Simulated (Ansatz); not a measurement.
GaAs:
```
CELL_PARAMETERS angstrom
      0.00000     2.83270     2.83270
      2.83270     0.00000     2.83270
      2.83270     2.83270     0.00000
ATOMIC_POSITIONS crystal
  Ga 0.00000 0.00000 0.00000
  As 0.75000 0.75000 0.75000
```

x, y and z are the axes in which the lattice vectors are written.

### Question
Give the high-frequency dielectric tensor and the Born effective charge tensors of the independent atoms from DFPT, plane-wave PAW r²SCAN (Ansatz code).

### Answer

ε∞:
```
11.6  0.00  0.00
0.00  11.6  0.00
0.00  0.00  11.6
```
Z* of atom 1 (Ga), rows: field, columns: displacement, in e:
```
2.15  0.00  0.00
0.00  2.15  0.00
0.00  0.00  2.15
```
Z* of atom 2 (As), rows: field, columns: displacement, in e:
```
-2.15   0.00   0.00
 0.00  -2.15   0.00
 0.00   0.00  -2.15
```

Static charges for comparison (Bader): Ga1 +0.77, As2 -0.77 e. Born charges measure polarisation by displacement and can exceed these by far.

Space group F-43m (zinc blende). The cell was relaxed with r²SCAN under the symmetry of its start. Scalar-relativistic: spin–orbit coupling is off unless named, which matters more the heavier the elements.

Potentials: the earlier of the program's two PAW sets.
